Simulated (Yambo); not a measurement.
Yambo run on PNO (space group I2_12_12_1, No. 24). The wavefunctions are norm-conserving LDA (Quantum ESPRESSO, 84 Ry, without SOC) ones on a 4×4×4 mesh (16 occupied bands); a = 4.7870 Å, b = 4.7870 Å, c = 4.7870 Å, α = 124.64°, β = 120.14°, γ = 85.96°.

Yambo input:

```
rim_cut
gw0
dyson
el_el_corr
HF_and_locXC
cohsex
em1s
RandQpts= 1000000
RandGvec= 1 Ry
EXXRLvcs= 84 Ry
VXCRLvcs= 336 Ry
Chimod= "HARTREE"
% BndsRnXs
 1 | 109 |
%
NGsBlkXs= 7 Ry
% LongDrXs
 1.0 | 1.0 | 1.0 |
%
ExtendOut
% QPkrange
 1 | 1 | 16 | 17 |
 18 | 18 | 16 | 16 |
%
```

k points by index: 1 = Γ, 18 = (-0.5, -0.5, -0.5).

Resulting energies as the program prints them:

```
#    K-point    Band    Eo [eV]    E [eV]    E-Eo [eV]    Vxc [eV]    Vnlxc [eV]    Sc|Eo [eV]    Re(Z)    Im(Z)
#
    1    16    -0.424609    -3.537358    -3.112748    -16.57067    -20.99758    1.314166    1.000000    0.000000
    1    17    5.114628    5.270634    0.156005    -11.75408    -6.534342    -5.063732    1.000000    0.000000
    18    16    0.000000    -3.057870    -3.057870    -16.96543    -21.14352    1.120221    1.000000    0.000000
```
(The two width columns are left out.) Convergence of these settings isn't established.

Geometry of the Materials Project entry, not relaxed at this level.

The structure is a Materials Project entry; no match was found in the copy of COD used, and its stability was not checked.
